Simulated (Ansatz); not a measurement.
## CrN$_{2}$, first-principles data

CrN2:
```
CELL_PARAMETERS angstrom
      3.84741     0.00000     0.00000
      0.00000     4.79097     0.00000
      0.00000     0.00000     2.81253
ATOMIC_POSITIONS crystal
  Cr 0.50000 0.50000 0.50000
  Cr 0.00000 0.00000 0.00000
  N  0.63521 0.08931 0.50000
  N  0.36479 0.91069 0.50000
  N  0.13521 0.41069 0.00000
  N  0.86479 0.58931 0.00000
```
The run is spin-polarised; directions of the spins, atom by atom: ↑ ↑ 0 0 0 0.

Space group Pnnm (No. 58); conventional cell a = 3.8474 Å, b = 4.7910 Å, c = 2.8125 Å, α = 90.00°, β = 90.00°, γ = 90.00°.

Method: r²SCAN (plane waves, PAW; program Ansatz). The cell and atoms are relaxed at this level. Other levels are named where they apply.

**Cell and energy**

- Volume per atom: 8.64 Å³
- Density: 5.13 g/cm³
- Formation energy from the elements (no fitted shifts): -0.25 eV/atom

**Electronic structure**

* **Electronic character**: metallic (no gap)
* **Density of states at the Fermi level**: 0.16 states/eV per atom (mean over ±0.08 eV)

**Magnetism**

- Magnetic order = ferromagnetic
- Net moment = 0.72 μB per atom

**Mechanics**

Bulk modulus (Birch–Murnaghan fit): 225 GPa
Pressure derivative B′: 5.8

**Charges**

Bader charges: Cr +1.67, N -0.83 e

The first step of the workflow began from a Materials Project structure, measured or hypothetical; the Crystallography Open Database copy checked does not list it. Its standing as an ambient phase is unchecked. Symmetry was held in the r²SCAN relaxation; whether a distortion lowers the energy is not shown. Spin order of the final state: ferromagnetic, chosen from 5 collinear starts compared on coarse meshes (ties went to the first, and starts can fall back to one state), not a proven ground state. Other orbital occupations within this spin state were not tried. No Hubbard U is applied. For itinerant 3d metals, meta-GGAs of the SCAN family and hybrids are commonly reported to give too large moments. Point labels and valley counts follow the cell and symmetry of the run, lower than the named group. The references are the lowest solids computed at this level, not always the standard phases (solids in place of the gases).

Potentials: the later of the program's two PAW sets.
